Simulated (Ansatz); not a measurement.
Suppose TiH3 takes space group Im-3m (No. 229), with Ti on 2a; H on 6b.

The calculation used Ansatz 0.2.0, DFT PBE, scalar-relativistic, plane waves, PAW. Cutoff 420 eV, Γ-centred mesh, Gaussian smearing, no spin polarisation.

Formation energies are uncorrected and refer to the elements' standard structures at the same level (H₂ as a molecule).

Task: Give the relaxed lattice parameters and positions.

Result:

Space group Im-3m (No. 229). a = 3.718 Å, b = 3.718 Å, c = 3.718 Å, α = 90.00°, β = 90.00°, γ = 90.00°
```tsv
atom	site	symmetry	x	y	z
Ti	2a	m-3m	0.0000	0.0000	0.0000
H	6b	4/mm.m	0.5000	0.0000	0.0000
```

Around Ti lie 6 H at 1.86 Å; H is surrounded by 2 Ti at 1.86 Å and 4 H at 1.86 Å.

Task: And its energy and gap?

Result: The energy over the elements is +0.33 eV/atom and the gap on the 18×18×18 mesh of the 4-atom cell is 0 eV (a metal). The separate elements lie lower, so it is unstable against them.

The last run used Gaussian smearing of 0.10 eV. With hydrogen, zero-point motion can shift formation energies by some tens of meV/atom. A structure relaxed within its symmetry needn't be a true minimum.
